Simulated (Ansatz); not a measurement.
**PbSb: strain energy, fitted**

PbSb, Cmmm, a = 4.089 Å, b = 5.345 Å, c = 5.383 Å. The structure is a Materials Project entry; whether it is the stable form wasn't checked. Ansatz: r2SCAN, PAW, 500 eV, Γ-centred 10×8×8 mesh on 4 atoms, Gaussian smearing 0.10 eV; no spin polarisation. Series: equal strain along all axes, cell held, atoms fixed by symmetry; x is the strain in per cent. y is the free energy over the unstrained cell, V0 = 29.412 Å³/atom.

| x (%) | y (meV/atom) |
| --- | --- |
| -3.0 | ? |
| -2.0 | 17.99 |
| -1.0 | 4.38 |
| 0.0 | 0.00 |
| 1.0 | 3.90 |
| 2.0 | 15.21 |
| 3.0 | 33.17 |

Fit y = c2 x² + c3 x³ to the other rows, turn c2 into a modulus, and predict the missing energy.

Least squares on the rows shown. y = 4.1654 x² − 0.16220 x³. In eV per unit strain² c2 is 41.65; the stiffness is B for this strain (E = 9/2 B V0 ε², shape held): 2 × 41.65 × 160.2 / (9 × 29.412) = 50 GPa. The unstrained cell keeps some stress along the strain, worth a slope of -0.08 meV/atom per %, which the form leaves out. At x = -3.0 the fit asked for gives 41.87 meV/atom. The run gave 41.82 meV/atom, so the fit is 0.05 meV/atom too high, within the rms miss on the fitted rows (0.09 meV/atom).

Spin–orbit coupling is left out, which can shift energies with elements as heavy as these.